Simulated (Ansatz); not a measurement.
Si2Mo:
```
CELL_PARAMETERS angstrom
     -1.60081     1.60081     3.90933
      1.60081    -1.60081     3.90933
      1.60081     1.60081    -3.90933
ATOMIC_POSITIONS crystal
  Mo 0.00000 0.00000 0.00000
  Si 0.33527 0.33527 0.00000
  Si 0.66473 0.66473 0.00000
```

Relaxed with r²SCAN. Special points in fractions of this cell's reciprocal vectors: Γ (0.000, 0.000, 0.000); X (0.000, 0.000, 0.500); P (0.250, 0.250, 0.250); N (0.000, 0.500, 0.000); M (0.500, 0.500, -0.500); S (0.292, 0.708, -0.292); S0 (-0.292, 0.292, 0.292); R (-0.084, 0.084, 0.500); G (0.500, 0.500, -0.084).

List the band energies nearest the Fermi level at these points for r²SCAN with spin–orbit coupling in the plane-wave PAW code Ansatz.

In eV from the Fermi level; about four levels below and three above (degenerate sets whole), none deeper than 8.9 eV; points with the same levels are listed once.

| k | below | above |
|---|---|---|
| Γ | -2.84 -2.84 -2.78 -2.78 | 0.35 0.35 3.40 3.40 |
| X | -3.25 -3.25 -1.41 -1.41 | 2.58 2.58 3.01 3.01 |
| P | -2.31 -2.31 -2.22 -2.22 | 0.51 0.51 2.58 2.58 |
| N | -2.67 -2.67 -0.56 -0.56 | 2.52 2.52 3.27 3.27 |
| M | -0.57 -0.57 -0.51 -0.51 | 0.49 0.49 5.16 5.16 |
| S | -2.40 -2.40 -0.45 -0.45 | 1.73 1.73 3.19 3.19 |
| R | -3.11 -3.11 -1.98 -1.98 | 2.00 2.00 2.26 2.26 |

Space group I4/mmm (MoSi2 or CaC2 type). Symmetry was held in the r²SCAN relaxation; of distortions, only those at the zone centre were tested. No spin polarisation was allowed.

Potentials: the later of the program's two PAW sets.
